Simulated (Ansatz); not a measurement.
LaZn:
Space group Pm-3m (No. 221); a = 3.7532 Å, b = 3.7532 Å, c = 3.7532 Å, α = 90.00°, β = 90.00°, γ = 90.00°

```
atom  site  symmetry       x       y       z
----  ----  --------  ------  ------  ------
La      1a      m-3m  0.0000  0.0000  0.0000
Zn      1b      m-3m  0.5000  0.5000  0.5000
```

Relaxed with r²SCAN.

**Question.** Which orbitals make up the states near the Fermi level in r²SCAN (plane waves, PAW; program Ansatz)?

**Answer.** Within 0.5 eV of the Fermi level: La 5d 70 %, La 4f 8 %, outside the projected shells 15 %. Projections are on Löwdin-orthogonalised atomic valence shells; empty p or d shells of many metals are not among them.

**Question.** Tabulate the density of states.

**Answer.** States/eV per cell of 2 atoms, in 0.25 eV bins, energy from the Fermi level.

```csv
E (eV),total,La 4f,Zn 3d,La 5d
-7.45,0.00,0.00,0.00,0.00
-7.20,38.43,0.03,37.99,0.30
-6.95,1.56,0.00,1.56,0.00
-6.70,0.00,0.00,0.00,0.00
-6.45,0.00,0.00,0.00,0.00
-6.20,0.07,0.00,0.00,0.00
-5.95,0.13,0.00,0.00,0.00
-5.70,0.18,0.00,0.00,0.00
-5.45,0.23,0.00,0.00,0.01
-5.20,0.29,0.00,0.00,0.01
-4.95,0.38,0.00,0.00,0.03
-4.70,0.50,0.00,0.00,0.06
-4.45,0.96,0.01,0.01,0.25
-4.20,2.41,0.02,0.04,0.92
-3.95,1.95,0.03,0.02,0.74
-3.70,0.59,0.01,0.01,0.24
-3.45,0.18,0.00,0.00,0.10
-3.20,0.09,0.00,0.00,0.05
-2.95,0.04,0.00,0.00,0.03
-2.70,0.02,0.00,0.00,0.01
-2.45,0.07,0.00,0.00,0.03
-2.20,0.25,0.00,0.00,0.16
-1.95,0.53,0.01,0.00,0.36
-1.70,0.78,0.01,0.00,0.53
-1.45,1.10,0.03,0.01,0.72
-1.20,1.78,0.06,0.01,1.12
-0.95,2.26,0.10,0.02,1.37
-0.70,1.49,0.09,0.01,0.94
-0.45,1.29,0.09,0.01,0.85
-0.20,1.86,0.11,0.02,1.43
0.05,2.13,0.16,0.02,1.61
0.30,2.29,0.25,0.01,1.49
0.55,0.53,0.10,0.00,0.27
0.80,0.77,0.13,0.00,0.53
1.05,2.78,0.58,0.01,1.78
1.30,3.75,1.04,0.02,2.12
1.55,3.04,1.25,0.01,1.36
1.80,6.56,4.54,0.01,1.39
2.05,13.66,12.59,0.01,0.65
2.30,16.36,15.62,0.02,0.58
```

The workflow started from a Materials Project entry (that database holds measured and hypothetical structures alike); the Crystallography Open Database files this formula in space group No. 221, but the cells were not matched. Its standing as an ambient phase is unchecked. The cell was relaxed with r²SCAN under the symmetry of its start; its stability against distortions is not shown here. Scalar-relativistic: spin–orbit coupling is off unless named, which matters more the heavier the elements.

Potentials: the later of the program's two PAW sets.
